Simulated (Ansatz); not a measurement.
One crystal and one scan (frozen-phonon scan) at two levels, PBE (plane waves to 420 eV, PAW, scalar-relativistic; Ansatz, a program for electronic structure) and r2SCAN (plane waves to 500 eV, PAW, scalar-relativistic; Ansatz), each from its own relaxed cell and on its own mesh.

The crystal is Mg (hcp, Mg type); a phonon pattern at Γ is frozen into a 2-atom cell, Q being the largest atomic displacement.

Mg was relaxed with its symmetry unable to fall. The PAW data are Ansatz's earlier set. With partly filled bands, energies and forces of such displacements shift with the k mesh and the smearing. Both scans cover Q from -0.100 to 0.100 Å.

```json
[
 {"quantity": "Lattice constant a (Å)", "run 1": "3.186", "run 2": "3.175"},
 {"quantity": "Lattice constant c (Å)", "run 1": "5.223", "run 2": "5.185"},
 {"quantity": "Relaxed volume (Å³/atom)", "run 1": "22.96", "run 2": "22.63"},
 {"quantity": "Energy at Q = 0.100 Å (meV/cell)", "run 1": "53", "run 2": "61"},
 {"quantity": "Harmonic wavenumber from the curvature (finite differences) (cm⁻¹ (negative: imaginary))", "run 1": "242", "run 2": "259"}
]
```

### Question
Which run is which level?

### Answer
Run 1 is PBE, run 2 is r2SCAN. PBE gives the higher value for: lattice constant a; lattice constant c; relaxed volume. PBE gives the lower value for: energy at Q = 0.100 Å; harmonic wavenumber from the curvature. Both give the same space group of the distorted cell: P-3m1 (No. 164), lowered from P6_3/mmc.

(A displaced cell: forces are minus the slopes of the energy, force constants its curvatures, and phonons follow from these.)
